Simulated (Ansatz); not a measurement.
Sn (beta-Sn type, space group I4_1/amd)

Space group I4₁/amd, origin choice 1 (No. 141); a = b = 5.888 Å, c = 3.185 Å, α = β = γ = 90.00°

| atom | site | symmetry | x | y | z |
|---|---|---|---|---|---|
| Sn | 4a | -4m2 | 0.0000 | 0.0000 | 0.0000 |
(The calculation used a cell of 2 atoms; values per cell refer to that cell.)

E(V) scan at fixed shape, V₀ the volume above. Symmetry pins the atoms to their sites.

All values below come from r2SCAN (plane waves to 500 eV, PAW, scalar-relativistic; Ansatz, an electronic-structure program). k mesh 17×17×17 (Γ-centred), Fermi-Dirac smearing 0.05 eV. Energies are smeared free energies. Sn was relaxed with its symmetry unable to fall. The PAW data are Ansatz's earlier set. ΔE is measured from the relaxed starting cell.

Q: What ΔE (kJ/mol of atoms) does the calculation give at V/V₀ = 0.840, 0.880, 0.920, 0.960, 1.040, 1.080, 1.120, 1.160?

A: 
```csv
V/V₀,ΔE (kJ/mol of atoms)
0.840,16.1
0.880,8.2
0.920,3.3
0.960,0.8
1.040,0.7
1.080,2.5
1.120,5.2
1.160,8.7
```

(Under strain, the slope of the energy per volume gives the stress and its curvature an elastic modulus.)
